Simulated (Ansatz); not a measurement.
The relaxed structure here is a generated cell of CsPbCl3: the first start was made by placing the elements on the sites of a structure type, and the end was not matched to a known phase here, so it may be hypothetical. Known forms of CsPbCl3 include space group No. 221.

A relaxed structure of CsPbCl3. Space group Pnma (No. 62), AFLOW prototype AB3C_oP20_62_c_cd_a (as in CaTiO3). Calculation: PBEsol (plane waves to 420 eV, PAW, scalar-relativistic; Ansatz, a quantum-chemistry and plane-wave program).

```cif
data_Cl12Cs4Pb4
_chemical_formula_sum 'Cs4 Pb4 Cl12'
_space_group_name_H-M_alt 'Pnma'
_space_group_IT_number 62
_space_group_name_Hall '-P 2ac 2n'
_cell_length_a 7.99596
_cell_length_b 11.11857
_cell_length_c 7.72528
_cell_angle_alpha 90.000
_cell_angle_beta 90.000
_cell_angle_gamma 90.000
loop_
_atom_site_label
_atom_site_type_symbol
_atom_site_symmetry_multiplicity
_atom_site_Wyckoff_symbol
_atom_site_fract_x
_atom_site_fract_y
_atom_site_fract_z
_atom_site_occupancy
Cs1 Cs 4 c 0.05699 0.75000 0.48358 1
Pb1 Pb 4 a 0.00000 0.00000 0.00000 1
Cl1 Cl 4 c 0.01650 0.25000 0.07462 1
Cl2 Cl 8 d 0.20781 0.03914 0.70509 1
```

What is the computed band gap (PBEsol)?

2.25 eV, direct at Γ (no spin-orbit coupling).

No spin polarisation in the result. Without spin-orbit coupling the bands of the heavy element are not split, so the gap can be far off.

The run could not lose the symmetry of its start: the end is stationary, and may be a saddle point rather than a minimum.
